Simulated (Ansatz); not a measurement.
Here is the system:

B$_{2}$Ir:
```cif
data_B2Ir
_chemical_formula_sum 'Ir1 B2'
_space_group_name_H-M_alt 'P6/mmm'
_space_group_IT_number 191
_space_group_name_Hall '-P 6 2'
_cell_length_a 3.09841
_cell_length_b 3.09841
_cell_length_c 3.18187
_cell_angle_alpha 90.000
_cell_angle_beta 90.000
_cell_angle_gamma 120.000
loop_
_atom_site_label
_atom_site_type_symbol
_atom_site_symmetry_multiplicity
_atom_site_Wyckoff_symbol
_atom_site_fract_x
_atom_site_fract_y
_atom_site_fract_z
_atom_site_occupancy
Ir1 Ir 1 a 0.00000 0.00000 0.00000 1
B1 B 2 d 0.33333 0.66667 0.50000 1
```

This is the PBEsol-relaxed structure.

Q: All from DFT-PBEsol in the program Ansatz with PAW potentials, unless another level is named. Predict the electronic character.

A: metallic (no gap).

Q: And the density of states at the Fermi level?

A: 0.34 states/eV per atom (mean over ±0.08 eV).

Q: And the formation energy from the elements (no fitted shifts)?

A: 0.49 eV/atom.

Q: Predict the gap with spin–orbit coupling.

A: none (metallic).

The cell is a constructed one: a structure type filled with these elements; neither database checked (COD, Materials Project) lists it. Whether it is the stable phase at ambient conditions was not checked. The cell was relaxed with PBEsol under the symmetry of its start. At this level the phase is dynamically unstable (imaginary phonons). No spin polarisation was allowed. The references are the lowest solids computed at this level, not always the standard phases. Scalar-relativistic: spin–orbit coupling is off unless named, which matters more the heavier the elements.

Potentials: the earlier of the program's two PAW sets. The files were generated under PBE; for other functionals the program regenerates the frozen cores, and for LDA and PBEsol the local potential too.
